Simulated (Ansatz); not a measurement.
Computed with Ansatz, DFT PBE, scalar-relativistic, plane waves, PAW. Cutoff 420 eV, Γ-centred 8×8×4 mesh (7-atom cell), Gaussian smearing of 0.10 eV, collinear spin.

Formation energies are uncorrected and refer to the elements' standard structures at the same level (Cl₂ as a molecule).

Task: Find a candidate tetragonal metal with formula CsNbCl5, with a formation energy near −1.17 eV/atom, about 32 Å³ per atom and a net moment near 0.2 μB per atom, in a cell of 7 atoms. Its symmetry should be P4/mmm (No. 123).

Result: CsNbCl5, space group P4/mmm (No. 123). Cs is surrounded by 4 Cl at 3.13 Å; around Nb lie 8 Cl at 2.65 Å; Cl on a site of symmetry 2mm is surrounded by 2 Nb at 2.65 Å, 1 Cl at 2.91 Å and 4 Cl at 3.13 Å; Cl on a site of symmetry 4/mmm is surrounded by 4 Cs at 3.13 Å.

```
Cs Nb Cl
1.0
     4.42691    0.00000    0.00000
     0.00000    4.42691    0.00000
     0.00000    0.00000   11.27574
Cs Nb Cl
1 1 5
Direct
  0.00000 0.00000 0.00000
  0.00000 0.00000 0.50000
  0.00000 0.50000 0.37102
  0.00000 0.50000 0.62898
  0.50000 0.00000 0.37102
  0.50000 0.00000 0.62898
  0.50000 0.50000 0.00000
```

- Volume per atom: 31.6 Å³
- Density: 3.0 g/cm³
- Energy over the elements: −1.17 eV/atom
- Gap on the 8×8×4 mesh of the 7-atom cell: 0 eV (a metal)
- Net moment per atom: 0.16 μB
- Moment by site: Nb 0.8 μB

The cell was found from a structure generator's guess, not taken from experiment. Other answers may fit too; this one was computed.

No dispersion correction is applied, so the spacing and binding between layers, chains or molecules are poorly described. Another magnetic order may lie lower. A structure relaxed within its symmetry needn't be a true minimum. Site moments count only spheres around the atoms; the net moment includes the space between them.
